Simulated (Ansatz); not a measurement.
An Ansatz (a quantum-chemistry and plane-wave program) run. Input:

Ansatz 0.2 input:
```yaml
crystal:
  lattice:
    - [1.3945608229, -4.6378898208, 0.0]
    - [1.3945608229, 4.6378898208, 0.0]
    - [0.0, 0.0, 7.1497330548]
  atoms:
    - { symbol: Ga, position: [0.2483663231, 0.7516336769, 0.25] }
    - { symbol: Ga, position: [0.7516336769, 0.2483663231, 0.75] }
    - { symbol: Ga, position: [0.0, 0.0, 0.5] }
    - { symbol: Ga, position: [0.0, 0.0, 0.0] }
    - { symbol: O, position: [0.3618198059, 0.6381801941, 0.9257970054] }
    - { symbol: O, position: [0.6381801941, 0.3618198059, 0.0742029946] }
    - { symbol: O, position: [0.6381801941, 0.3618198059, 0.4257970054] }
    - { symbol: O, position: [0.3618198059, 0.6381801941, 0.5742029946] }
    - { symbol: O, position: [0.105301919, 0.894698081, 0.75] }
    - { symbol: O, position: [0.894698081, 0.105301919, 0.25] }
kpoints:
  mp_grid: { grid: [10, 10, 4] }
hamiltonian:
  xc: pbesol
  pseudopotentials: { azcp: { folder: ./paw }, kind: paw }
scf:
  occupations: { method: fixed }
elastic: { mode: relaxed_ion, stencil: two_point, amplitude: 0.005, f_tol: 0.0005 }
```

Output (shortened):

```
Pseudopotentials: kind: paw
Pseudopotential: Ga, paw, valence charge 13
Pseudopotential: O, paw, valence charge 6
Functional definition: PBEsol
Crystal: 10 atoms, lattice volume = 92.486 Å³
Basis set: ecut = 420 eV, 1809 PW (Γ), exchange–correlation on 72×72×100 points (8 copies of the dense FFT grid, shifted against one another)
Bands: 54, of which v1, the nominal top of the filled ones, is band 44 counted from 1 (43 counted from 0)
Symmetry: 8 space group operations
Space group: Cmcm (ITA 63), of the structure as read, at distance tolerance 4.5e-5 Å
k-points: 93 of 400
PAW frozen core: Ga, regenerated for the run's functional, and the local potential with it
PAW frozen core: O, regenerated for the run's functional, and the local potential with it
Initial density: superposition of atomic densities (chi_scale 0.1, normalization cell, long waves kept (reshape's long-wave potential 0.01 eV rms))
Initial wavefunctions: pseudopotential atomic-orbital guess
Eigensolver: davidson
Functional: x = pbesol(κ = 0.804, μ = 0.12345679012345678), c = pbesol(β = 0.046)
all-band conjugate gradients solve this SCF's bands
SCF 1 converged in 14 iterations: F = -18339.342317 eV  dr2 = 9.91e-14
relax step   1: F+E_penalty+E_count = -18339.34231693 eV  Δ(F+E_penalty+E_count) = +0.000e0 eV  max|allowed force component| = 1.791e-3 eV/Å  Δτ_max = 0.0000 Å  (14 SCF iters, accepted)
Crystal: 10 atoms, lattice volume = 92.486 Å³
Initial density: handed on by an earlier stage of this run
Initial wavefunctions: pseudopotential atomic-orbital guess (no wavefunctions were taken with the density)
SCF 2 converged in 11 iterations: F = -18339.342318 eV  dr2 = 8.48e-15
relax step   2: F+E_penalty+E_count = -18339.34231753 eV  Δ(F+E_penalty+E_count) = -5.996e-7 eV  max|allowed force component| = 8.932e-4 eV/Å  Δτ_max = 0.0001 Å  (11 SCF iters, accepted)
density extrapolation: transplant  |δρ|_rms = 9.836e-2 e/Å³  SAD shift = 8.918e-5 e/Å³
Crystal: 10 atoms, lattice volume = 92.486 Å³
Initial wavefunctions: those handed on with the density
SCF 3 converged in 8 iterations: F = -18339.342318 eV  dr2 = 9.80e-15
relax step   3: F+E_penalty+E_count = -18339.34231762 eV  Δ(F+E_penalty+E_count) = -8.567e-8 eV  max|allowed force component| = 3.431e-4 eV/Å  Δτ_max = 0.0000 Å  (8 SCF iters, accepted)
Crystal: 10 atoms, lattice volume = 92.486 Å³
SCF 4 converged in 10 iterations: F = -18339.342318 eV  dr2 = 2.14e-16
Crystal: 10 atoms, lattice volume = 92.024 Å³
Basis set: ecut = 420 eV, 1797 PW (Γ), exchange–correlation on 72×72×100 points (8 copies of the dense FFT grid, shifted against one another)
SCF 5 converged in 14 iterations: F = -18339.338378 eV  dr2 = 6.87e-15
[...]
relax step   4: F+E_penalty+E_count = -18339.34519365 eV  Δ(F+E_penalty+E_count) = -1.961e-4 eV  max|allowed force component| = 7.194e-3 eV/Å  Δτ_max = 0.0065 Å  (11 SCF iters, accepted)
density extrapolation: transplant  |δρ|_rms = 9.832e-2 e/Å³  SAD shift = 3.599e-2 e/Å³
Crystal: 10 atoms, lattice volume = 92.486 Å³
SCF 71 converged in 11 iterations: F = -18339.345256 eV  dr2 = 3.36e-14
relax step   5: F+E_penalty+E_count = -18339.34525639 eV  Δ(F+E_penalty+E_count) = -6.274e-5 eV  max|allowed force component| = 1.727e-3 eV/Å  Δτ_max = 0.0064 Å  (11 SCF iters, accepted)
density extrapolation: transplant  |δρ|_rms = 9.831e-2 e/Å³  SAD shift = 7.295e-3 e/Å³
Crystal: 10 atoms, lattice volume = 92.486 Å³
SCF 72 converged in 10 iterations: F = -18339.345258 eV  dr2 = 3.85e-14
relax step   6: F+E_penalty+E_count = -18339.34525832 eV  Δ(F+E_penalty+E_count) = -1.935e-6 eV  max|allowed force component| = 4.602e-4 eV/Å  Δτ_max = 0.0013 Å  (10 SCF iters, accepted)
Crystal: 10 atoms, lattice volume = 92.486 Å³
SCF 73 converged in 10 iterations: F = -18339.345258 eV  dr2 = 1.18e-16
SCF converged after 10 iterations
Stability not checked: this state was not tested for a lower state beside it, because too few of the mixer's solves of this state at the end of the SCF gave a …
Free energy (F): -18339.342318 eV
Harris-Foulkes:  -18339.342318 eV  (|F-HF|=0.00e0)
Internal energy: -18339.342318 eV  (E = F + TS)
E sigma→0 (E₀):  -18339.342318 eV
Fermi energy:    10.480464 eV
--- Per-component energies (eV) ---
  E_band       = 57.104502
  E_kinetic    = 1463.000491
  E_local      = -5912.922550  (includes V_loc(G=0)·N_el)
  E_nonlocal   = -26.560078
  E_hartree    = 3628.787285
  E_xc         = -671.105688
  E_vxc        = -764.649289  (∫ρ·V_xc dr)
  E_paw        = -8791.114715  (= ΣΔE_a)
  E_vpaw       = -1959.342388  (= ΣTr[D̂ρ^β])
  E_aug_tail   = 0.003746  (compensation charges beyond the density's cutoff)
  E_ewald      = -8033.094452
  E_core_change = 3.663644  (= ΣΔE_core)
  E_smearing   =  0.000000  (= −TS)
  E_closure    = 0.000000  (closes the sum)
  Σ components = -18339.342318   (vs F -18339.342318, Δ=0.00e0)
--- Forces (eV/Å), atoms counted from 1 ---
  atom   1  Ga     0.00000000     0.00034319     0.00000000
  atom   2  Ga     0.00000000    -0.00034319     0.00000000
  atom   3  Ga     0.00000000     0.00000000     0.00000000
  atom   4  Ga     0.00000000     0.00000000     0.00000000
  atom   5  O      0.00000000     0.00021926    -0.00003213
  atom   6  O      0.00000000    -0.00021926     0.00003213
  atom   7  O      0.00000000    -0.00021926    -0.00003213
  atom   8  O      0.00000000     0.00021926     0.00003213
  atom   9  O      0.00000000     0.00020503     0.00000000
  atom  10  O      0.00000000    -0.00020503     0.00000000
  max |Σ_I F_I| component: 4.34e-19 eV/Å
--- Stress (GPa, compression-positive) ---
       -0.017050       0.000000       0.000000
        0.000000      -0.001067       0.000000
        0.000000       0.000000      -0.005127
  P = ⅓ Tr σ = -0.0077 GPa (-0.077 kbar)
  The stress holds the Pulay correction. Without it, at fixed plane waves, as pw.x and ABINIT print it: P = -0.5583 GPa
  The stress includes an estimate of the error left by incomplete SCF convergence (largest component 0.0000 GPa).
--- Band table (eV; the first three rows and the last of 93) ---
  k-point 0: bands = ["-9.2559", "-7.9564", "-7.8605", "-7.1470", "-7.0299", "-6.4894", "-3.3667", "-3.2943", "-3.2294", "-3.1532", "-3.1426", "-3.1298", "-3.0999", "-3.0400", "-2.9859", "-2.9046", "-2.8929", "-2.8909", "-2.7614", "-2.7252", "-2.6814", …
  k-point 1: bands = ["-9.1532", "-8.4164", "-7.4842", "-7.1768", "-6.9468", "-6.5503", "-3.3609", "-3.3160", "-3.1919", "-3.1415", "-3.1411", "-3.1326", "-3.0910", "-3.0493", "-3.0436", "-3.0021", "-2.8313", "-2.8306", "-2.7551", "-2.7297", "-2.6621", …
  k-point 2: bands = ["-8.8585", "-8.8585", "-7.2697", "-7.2697", "-6.7299", "-6.7299", "-3.3435", "-3.3435", "-3.1373", "-3.1373", "-3.1231", "-3.1231", "-3.0899", "-3.0899", "-3.0705", "-3.0705", "-2.8079", "-2.8079", "-2.7415", "-2.7415", "-2.6254", …
  k-point 92: bands = ["-8.2235", "-8.2235", "-7.8962", "-7.8962", "-6.9234", "-6.9234", "-3.3399", "-3.3399", "-3.1487", "-3.1487", "-3.1397", "-3.1397", "-3.0807", "-3.0807", "-3.0589", "-3.0589", "-2.8167", "-2.8167", "-2.7411", "-2.7411", "-2.6564", …
  band table: 54 of 54 bands, residual norms ≤ 1.0e-3 eV
--- Elastic constants: 6 strain directions × 2 members + reference (group order 8) ---
  dense FFT box of the reference and of every strained cell: 36×36×50
  strains applied: 11, 22, 33, 23, 13, 12; error gains …
  reference relaxed by the batch: 3 steps …
  largest displacement 1.2e-4 Å; the constants are those of the deck's cell at these positions:
  atoms:
    - { symbol: Ga, position: [0.24837837325535994, 0.75162162674464, 0.24999999999999997] }
    - { symbol: Ga, position: [0.75162162674464, 0.24837837325535994, 0.7499999999999999] }
    - { symbol: Ga, position: [0.0, 0.0, 0.49999999999999994] }
    - { symbol: Ga, position: [0.0, 0.0, 0.0] }
    - { symbol: O, position: [0.36181148108704686, 0.638188518912953, 0.9257848392601162] }
    - { symbol: O, position: [0.638188518912953, 0.36181148108704686, 0.07421516073988361] }
    - { symbol: O, position: [0.638188518912953, 0.36181148108704686, 0.42578483926011634] }
    - { symbol: O, position: [0.36181148108704686, 0.638188518912953, 0.5742151607398837] }
    - { symbol: O, position: [0.10529443857866816, 0.8947055614213317, 0.7499999999999999] }
    - { symbol: O, position: [0.8947055614213317, 0.10529443857866816, 0.24999999999999997] }
  C = ∂σ_k/∂η_j (tension-positive GPa; Voigt order 11 22 33 23 13 12):
       497.296     92.449    123.015      0.000      0.000      0.000
        92.437    390.496    117.550      0.000      0.000      0.000
       123.069    117.540    229.878      0.000      0.000      0.000
         0.000      0.000      0.000     15.776      0.000      0.000
         0.000      0.000      0.000      0.000   -231.366      0.000
         0.000      0.000      0.000      0.000      0.000   -412.190
  reference stress σ⁰ (GPa):      0.017      0.001      0.005      0.000      0.000      0.000
  moduli (Voigt/Reuss/Hill, GPa): K = 198.19/182.27/190.23   G = -73.25/66.54/-3.35   E = -10.11   ν = 0.509
  mechanically stable: NO (min eigenvalue of sym C = -412.19 GPa)
  strain η (Voigt 11):  stress-route row diagonal C_11 = 497.30 GPa, energy-path curvature d²(F+E_count+ΔE)/dδ²/Ω₀ = 497.89 GPa
         δ    σ_11 (GPa)             F (eV)   n_scf  n_hpsi   n_pw
    -5.000e-3      -2.5156      -18339.3387359      10   84214   1836   relax 5 steps, max|allowed force component| 1.04e-5 eV/Å
     5.000e-3       2.4573      -18339.3386741      10   83692   1840   relax 4 steps, max|allowed force component| 6.08e-5 eV/Å
  strain η (Voigt 22):  stress-route row diagonal C_22 = 390.50 GPa, energy-path curvature d²(F+E_count+ΔE)/dδ²/Ω₀ = 390.53 GPa
         δ    σ_22 (GPa)             F (eV)   n_scf  n_hpsi   n_pw
    -5.000e-3      -1.9651      -18339.3395425      10   83902   1832   relax 5 steps, max|allowed force component| 3.29e-4 eV/Å
     5.000e-3       1.9399      -18339.3395479      10   83380   1846   relax 3 steps, max|allowed force component| 4.30e-4 eV/Å
  strain η (Voigt 33):  stress-route row diagonal C_33 = 229.88 GPa, energy-path curvature d²(F+E_count+ΔE)/dδ²/Ω₀ = 229.78 GPa
         δ    σ_33 (GPa)             F (eV)   n_scf  n_hpsi   n_pw
    -5.000e-3      -1.1760      -18339.3406860      10   83592   1832   relax 4 steps, max|allowed force component| 2.13e-4 eV/Å
     5.000e-3       1.1228      -18339.3406278      10   83638   1844   relax 3 steps, max|allowed force component| 4.44e-4 eV/Å
  strain η (Voigt 23):  stress-route row diagonal C_44 = 15.78 GPa, energy-path curvature d²(F+E_count+ΔE)/dδ²/Ω₀ = 15.68 GPa
         δ    σ_23 (GPa)             F (eV)   n_scf  n_hpsi   n_pw
    -5.000e-3      -0.0789      -18339.3422023      10  104643   1839   relax 5 steps, max|allowed force component| 4.31e-4 eV/Å
     5.000e-3       0.0789      -18339.3422024      10  104894   1839   relax 5 steps, max|allowed force component| 4.59e-5 eV/Å
  strain η (Voigt 13):  stress-route row diagonal C_55 = -231.37 GPa, energy-path curvature d²(F+E_count+ΔE)/dδ²/Ω₀ = -232.35 GPa
         δ    σ_13 (GPa)             F (eV)   n_scf  n_hpsi   n_pw
    -5.000e-3       1.1569      -18339.3439706      10  104520   1840   relax 5 steps, max|allowed force component| 1.57e-4 eV/Å
     5.000e-3      -1.1568      -18339.3439706      10  104982   1840   relax 5 steps, max|allowed force component| 3.89e-4 eV/Å
  strain η (Voigt 12):  stress-route row diagonal C_66 = -412.19 GPa, energy-path curvature d²(F+E_count+ΔE)/dδ²/Ω₀ = -401.65 GPa
         δ    σ_12 (GPa)             F (eV)   n_scf  n_hpsi   n_pw
    -5.000e-3       2.0613      -18339.3452584      10  139935   1836   relax 7 steps, max|allowed force component| 1.21e-4 eV/Å
     5.000e-3      -2.0606      -18339.3452583      10  140131   1836   relax 6 steps, max|allowed force component| 4.60e-4 eV/Å
```

Cost: around 30 core-minutes (rough) on shared cores.

The first step of the workflow began from a Materials Project structure, measured or hypothetical; the Crystallography Open Database copy checked does not list it. It is not the phase usual at ambient conditions (space group No. 12, 167). Symmetry was held in the PBEsol relaxation. At this level the phase is mechanically unstable. Scalar-relativistic: spin–orbit coupling is off unless named, which matters more the heavier the elements.

Potentials: the earlier of the program's two PAW sets. The files were generated under PBE; for other functionals the program regenerates the frozen cores, and for LDA and PBEsol the local potential too.

Ansatz is a plane-wave DFT program.
